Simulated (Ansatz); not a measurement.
Given:

Starting cell, Sr (fcc, Cu type):

```
CELL_PARAMETERS angstrom
      6.02892     0.00000     0.00000
      0.00000     6.02892     0.00000
      0.00000     0.00000     6.02892
ATOMIC_POSITIONS crystal
  Sr 0.00000 0.00000 0.00000
  Sr 0.50000 0.50000 0.00000
  Sr 0.50000 0.00000 0.50000
  Sr 0.00000 0.50000 0.50000
```

In this cell atom 3 (Sr, nearest neighbour Sr at 4.263 Å; its periodic images, 6.0 Å or more away, move with it) is moved by s along Cartesian [111], unit vector (0.577, 0.577, 0.577); all other atoms and the cell stay fixed.

All values below come from PBE (plane waves to 420 eV, PAW, scalar-relativistic; Ansatz, a quantum-chemistry and plane-wave program). k mesh 6×6×6 (Γ-centred), Fermi-Dirac smearing 0.05 eV. E stands for the smeared free energy. With partly filled bands, energies and forces of such displacements shift with the k mesh and the smearing. Sr was relaxed with its symmetry unable to fall. The zero of ΔE is the undisplaced structure.

The scan covers s from -0.850 to 0.850 Å in 11 points.

### Question
Is this a single well or a double well?

### Answer
A single well with its minimum at or next to zero displacement.

### Question
Is the energy the same for equal positive and negative displacements?

### Answer
Even: the same for both signs. With its periodic images moving along, the atom's site symmetry in this cell is m-3m.

### Question
What is the force constant k = d²E/ds² of this move at s = 0?

### Answer
1.80 eV/Å².

(A displaced cell: forces are minus the slopes of the energy, force constants its curvatures, and phonons follow from these.)
